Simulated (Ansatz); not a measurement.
Zn:
Space group P6₃/mmc (No. 194); a = 2.5877 Å, b = 2.5877 Å, c = 4.9278 Å, α = 90.00°, β = 90.00°, γ = 120.00°

| atom | site | symmetry | x | y | z |
|---|---|---|---|---|---|
| Zn | 2c | -6m2 | 0.3333 | 0.6667 | 0.2500 |

Relaxed at zero pressure with PBEsol (plane waves, PAW; program Ansatz).

Q: The volume is lowered by 9 % and shape and atoms relax at that volume. What pressure results, and how do the axes share the change?

A: 7.6 GPa; a 1.2 %, b 1.2 %, c -11.1 %; the energy rises by 29 meV/atom.

Q: Give the new structure.

A: 
Space group P6₃/mmc (No. 194); a = b = 2.6184 Å, c = 4.3794 Å, α = β = 90.00°, γ = 120.00°

```tsv
atom	site	symmetry	x	y	z
Zn	2c	-6m2	0.3333	0.6667	0.2500
```

The phase is kept; no other phase was compared at this pressure.

Space group P6_3/mmc (hcp (Mg type)). The cell keeps a stress of up to 0.3 GPa. The PBEsol relaxation kept the symmetry of its start; of distortions, only those at the zone centre were tested. Axis ratios of metals converge slowly with the k-mesh, so a and c are less sure than the volume.

Potentials: the earlier of the program's two PAW sets.
